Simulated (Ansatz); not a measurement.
Ansatz (an electronic-structure program) input:

Ansatz 0.2 input:
```yaml
crystal:
  lattice:
    - [3.8400415015, 0.0, 0.0]
    - [-1.9200207507, 3.3255734919, 0.0]
    - [0.0, 0.0, 4.627530168]
  atoms:
    - { symbol: Hf, position: [0.3333333333, 0.6666666667, 0.75] }
    - { symbol: Hf, position: [0.6666666667, 0.3333333333, 0.25] }
    - { symbol: C, position: [0.3333333333, 0.6666666667, 0.25] }
    - { symbol: C, position: [0.6666666667, 0.3333333333, 0.75] }
kpoints:
  mp_grid: { grid: [12, 12, 9] }
hamiltonian:
  xc: r2scan
  pseudopotentials: { azcp: { folder: ./paw }, kind: paw }
scf:
  occupations: { method: gaussian, width: 0.05 }
checkpoint: { read: metal.run }
output: { write_density: true, elf: true, volumetric_format: npy }
basis: { fft_grid_basis: typed }
```

Output (shortened):

```
Pseudopotential: Hf, paw, valence charge 26
Pseudopotential: C, paw, valence charge 4
Functional definition: r2SCAN
Crystal: 4 atoms, lattice volume = 59.095 Å³
Basis set: ecut = 500 eV, 1475 PW (Γ), exchange–correlation on 120×120×144 points (64 copies of the dense FFT grid, shifted against one another)
Bands: 36, of which v1, the nominal top of the filled ones, is band 30 counted from 1 (29 counted from 0)
Symmetry: 24 space group operations
Space group: P63/mmc (ITA 194), of the structure as read, at distance tolerance 3.9e-5 Å
k-points: 95 of 1296
Stability of the state it starts from, as read at its close in the unpolarized treatment …
iter 1 solved again at ethr=6.34e-8 eV; its pass at ethr=3.10e-3 eV (dr2=3.80e-5 eV) is discarded
SCF iter   1: F=—  HF=-31974.239106 eV  |F-HF|=—  |Δ(HF+E_count)|=         —  Δρ=8.34e-7  dr2=1.18e-10  dr2_τ=1.40e-11  ethr=6.34e-8  ⟨swp⟩=3.4  Hψ=21136  notcnv=0
preconditioner: auto → Resta (q_TF=auto, 2.735 Å⁻¹)
SCF iter   2: F=-31974.239106 eV  HF=-31974.239106 eV  |F-HF|=2.91e-11  |Δ(HF+E_count)|=   7.99e-8  Δρ=2.82e-7  dr2=2.35e-11  dr2_τ=1.36e-11  ethr=1.00e-12  ⟨swp⟩=7.5  Hψ=15193  notcnv=0
SCF 1 converged in 2 iterations: F = -31974.239106 eV  dr2 = 2.35e-11
SCF converged after 2 iterations
Free energy (F): -31974.239106 eV
Harris-Foulkes:  -31974.239106 eV  (|F-HF|=2.91e-11)
Internal energy: -31974.238849 eV  (E = F + TS)
E sigma→0 (E₀):  -31974.238977 eV
Entropy (-TS):   -0.000257 eV (-0.064 meV/atom)
Fermi energy:    15.252622 eV
--- Per-component energies (eV) ---
  E_band       = -102.677111
  E_kinetic    = 987.485877
  E_local      = -13830.229965  (includes V_loc(G=0)·N_el)
  E_nonlocal   = 161.706024
  E_hartree    = 6690.448491
  E_xc         = -597.219924
  E_vxc        = -688.706426  (∫ρ·V_xc dr)
  E_paw        = -15646.885389  (= ΣΔE_a)
  E_vpaw       = -148.132236  (= ΣTr[D̂ρ^β])
  E_aug_tail   = 0.000171  (compensation charges beyond the density's cutoff)
  E_vtau       = 34.302476  (kinetic-family band-sum trace: ∫τ·v_τ [+ j·A + Jᵃ·Aᵃ] dr)
  E_ewald      = -9740.137693
  E_core_change = 0.593560  (= ΣΔE_core)
  E_smearing   = -0.000257  (= −TS)
  E_closure    = 0.000000  (closes the sum)
  Σ components = -31974.239106   (vs F -31974.239106, Δ=0.00e0)
  [band-id]    e_kinetic+e_local+e_nonlocal+2·e_hartree+e_vxc+e_vpaw+e_augmentation_tail+e_vtau = -102.677099   (vs E_band -102.677111, Δ=1.18e-5)
--- Band table (eV; the first three rows and the last of 95) ---
  k-point 0: bands = ["-47.7898", "-47.7296", "-16.0672", "-15.8963", "-15.8963", "-15.6846", "-15.6846", "-15.4616", "2.7552", "3.5874", "3.8424", "3.8513", "3.8605", "3.8605", "3.8605", "3.8605", "3.8612", "3.8825", "3.8825", "3.8836", "3.8836", "3.9093", …
  k-point 1: bands = ["-47.7880", "-47.7314", "-16.0513", "-15.8899", "-15.8899", "-15.6909", "-15.6909", "-15.4826", "2.8401", "3.5858", "3.8459", "3.8516", "3.8574", "3.8574", "3.8580", "3.8580", "3.8609", "3.8865", "3.8865", "3.8868", "3.8868", "3.9075", …
  k-point 2: bands = ["-47.7828", "-47.7367", "-16.0048", "-15.8715", "-15.8715", "-15.7093", "-15.7093", "-15.5418", "3.0595", "3.5800", "3.8521", "3.8521", "3.8525", "3.8532", "3.8532", "3.8554", "3.8600", "3.8933", "3.8933", "3.8939", "3.8939", "3.9026", …
  k-point 94: bands = ["-47.7558", "-47.7558", "-16.1212", "-16.1212", "-15.9013", "-15.8430", "-15.5412", "-15.5412", "3.7699", "3.7699", "3.8161", "3.8161", "3.8348", "3.8348", "3.8547", "3.8618", "3.8634", "3.8634", "3.8854", "3.8882", "3.9095", "3.9095", …
```

Cost: very roughly 23 core-seconds on shared cores.

Space group P6_3/mmc. The start of the workflow was typed in or built on a structure type; the Crystallography Open Database copy checked does not list it. It is not the phase usual at ambient conditions (space group No. 225). The cell was relaxed with r²SCAN under the symmetry of its start; its stability against distortions is not shown here. The run is not spin-polarised. Scalar-relativistic: spin–orbit coupling is off unless named, which matters more the heavier the elements.

Potentials: the earlier of the program's two PAW sets.

Ansatz is a plane-wave DFT program.
